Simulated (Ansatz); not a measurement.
# HgPt: moving Hg off its site

HgPt, P4/mmm, a = 2.971 Å, c = 3.825 Å (as given, not relaxed at this level: 7.5 GPa). The structure is a COD entry; whether it is the stable form wasn't checked. Ansatz: r2SCAN, PAW, 500 eV, Γ-centred 16×16×12 mesh on 2 atoms, Gaussian smearing 0.15 eV; no spin polarisation.

```
Hg Pt
1.0
     2.97100    0.00000    0.00000
     0.00000    2.97100    0.00000
     0.00000    0.00000    3.82500
Hg Pt
1 1
Direct
  0.00000 0.00000 0.00000
  0.50000 0.50000 0.50000
```

Atom 1 (Hg) moves by x along the unit vector (0.000, 0.000, 1.000), with its periodic images; all else is held. y is the free energy of the cell over the start, F the force along the path summed over the moved atoms. Symmetry makes y even in x.

| x (Å) | y (meV) | F (eV/Å) |
| --- | --- | --- |
| -0.3000 | 434.9 | 2.97 |
| -0.1500 | 106.6 | 1.43 |
| 0.0000 | 0.0 | 0.00 |
| 0.0375 | 6.6 | -0.35 |
| 0.0750 | 26.5 | -0.71 |
| 0.1125 | 59.7 | -1.07 |
| 0.1875 | ? | ? |
| 0.2250 | 241.8 | -2.18 |
| 0.2625 | 331.0 | -2.57 |

Problem. Fit y = c2 x² + c4 x⁴ to the energies of the other rows, give the force constant, and predict energy and force of the missing row.

Solution. Least squares on the rows shown. y = 4705.0 x² + 1417.5 x⁴. The force constant is 2 c2 = 9.41 eV/Å², for the cell as given, at 7.5 GPa (for all images moving together, not for a lone atom). The force −dy/dx at the missing row is -1.80 eV/Å (computed -1.80). At x = 0.1875 the fit asked for gives 167.2 meV. The run gave 167.2 meV, the same to the digits shown.

Spin–orbit coupling is left out, which can shift energies with elements as heavy as these.